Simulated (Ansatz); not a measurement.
# Migration of Zn in ZnSe

Theory: DFT PBE, scalar-relativistic, plane waves, PAW in Ansatz 0.2.0. Run with 420 eV cutoff, 2×2×2 k-mesh, Gaussian smearing of 0.02 eV, no spin polarisation.

Host crystal, relaxed:

```
CELL_PARAMETERS angstrom
0.00000 2.86588 2.86588
2.86588 0.00000 2.86588
2.86588 2.86588 0.00000
ATOMIC_POSITIONS crystal
Zn 0.00000 0.00000 0.00000
Se 0.25000 0.25000 0.25000
```

In a supercell of 16 host sites with charge -2, Zn trades places with a neighbouring Zn vacancy, moving 4.05 Å between the relaxed ends. Climbing-image nudged elastic band at fixed cell with images 0 (start) to 4 (end), the path measured over all atoms, converged to 0.05 eV/Å; the order of the saddle wasn't checked, and the small cell leaves errors of about a tenth of an eV.

Supercell rows in host cell vectors: 0 -2 2; 0 0 2; -2 0 2. Zn was set at (0.000, 0.000, 0.000) of the host cell.

At the relaxed start Zn has 2 Se at 2.44 Å, 2 Se at 2.57 Å.

Task: How high is the barrier, and where does the atom pass?

Result: 1.52 eV at image 2, where Zn has 1 Se at 2.41 Å, 2 Se at 2.77 Å, 2 Se at 2.79 Å.

Cost: 1 run of about 14 core-minutes, on Arm Neoverse V2 (shared hosts).